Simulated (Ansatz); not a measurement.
Starting cell, La2O3 (A-La2O3 type, space group P-3m1):

```
La2O3
1.0
    3.94027     0.00000     0.00000
   -1.97014     3.41238     0.00000
    0.00000     0.00000     6.18799
La O
2 3
Cartesian
  0.00000   2.27492   1.53082
  1.97014   1.13746   4.65716
  0.00000   0.00000   0.00000
  0.00000   2.27492   3.99299
  1.97014   1.13746   2.19499
```

In this cell atom 1 (La, nearest neighbour O at 2.370 Å; its periodic images, 3.9 Å or more away, move with it) is moved by u·(1.000, 0.000, 0.000) + v·(0.000, 0.000, 1.000); the rest is frozen.

Method: PBE (plane waves to 420 eV, PAW, scalar-relativistic; Ansatz, a program for electronic structure). k mesh 8×8×5 (Γ-centred), Fermi-Dirac smearing 0.05 eV. The energy includes the smearing's −TS. Points where atoms come too close for the PAW data are left out (x in tables, blank in figures). La2O3 is run without spin polarisation. La2O3 was relaxed with its symmetry unable to fall. ΔE is measured from the undisplaced structure. Axes are in Å.

Q: Estimate the ΔE (meV/cell) for all points of the grid u = -0.360, -0.180, 0.000, 0.180, 0.360 by v = -0.360, -0.180, 0.000, 0.180, 0.360.

A: ΔE (meV/cell), with u across and v down:

```tsv
v \ u	-0.360	-0.180	0.000	0.180	0.360
-0.360	873	692	642	692	873
-0.180	463	238	173	238	463
0.000	396	91	0	91	396
0.180	x	332	210	332	x
0.360	x	1097	952	1097	x
```

(A displaced cell: forces are minus the slopes of the energy, force constants its curvatures, and phonons follow from these.)
